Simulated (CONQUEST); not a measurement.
Set-up for a self-consistent single point of Si (Cmcm, 8 atoms in the cell; from Materials Project mp-165, changed as shown).

```xyz
8
Lattice="3.9191 0.0000 0.0000 0.0000 6.8559 0.0000 0.0000 0.0000 6.4776" Properties=species:S:1:pos:R:3 pbc="T T T"
Si     0.0000     2.2853     0.4082
Si     1.9595     1.1426     6.0695
Si     1.9595     1.1426     3.6470
Si     0.0000     2.2853     2.8307
Si     1.9595     5.7132     0.4082
Si     0.0000     4.5706     6.0695
Si     0.0000     4.5706     3.6470
Si     1.9595     5.7132     2.8307
```

Computed with LDA (PW92), numerical atomic orbitals double-zeta with polarisation (the shipped basis), PseudoDojo norm-conserving potentials made for LDA (CONQUEST).

CONQUEST settings:

basis: DZP
Diag.MPMeshX, Y, Z: 5 3 3
potentials: PseudoDojo norm-conserving LDA
Grid.GridCutoff: 70 Ha
DM.SolutionMethod: diagon
Diag.SmearingType: 1
Diag.kT: 0.000367 Ha
Diag.GammaCentred: true
Diag.MPOrder: 0
minE.SCTolerance: 1.0e-07
SC.MaxIters: 100
SC.LinearMixingFactor: 0.5
AtomMove.TypeOfRun: static

Results:

| Property | Result |
|---|---|
| Number of valence electrons | 32 |
| Number of bands | 104 |
| Number of k-points after the program's reduction | 23 |
| Size of the basis | 104 |
| Number of SCF iterations | 7 |
| FFT grid | 32 × 60 × 48 |
| Free energy E − TS | -926.5073 eV |
| Pressure | -6.94 GPa |

Stress (GPa, positive for compression):
```
-6.29   0.00   0.00
 0.00  -8.12   0.00
 0.00   0.00  -6.39
```

For comparison: a first run was changed to give this one (lattice vector b scaled by 1.01), and from it to this one the free energy goes up by 9.8 meV/atom and the pressure goes from -6.33 to -6.94 GPa.

The program uses no crystal symmetry, so grid and mesh can part values that symmetry would make equal. The atom-centred basis is finite, which shifts total energies and pressures against plane waves. The structure comes from a collection of computed structures, made at another level of theory; the collection holds predicted forms beside known ones. Its lattice was then scaled.

Cost on one core: around 50 core-seconds (rough).
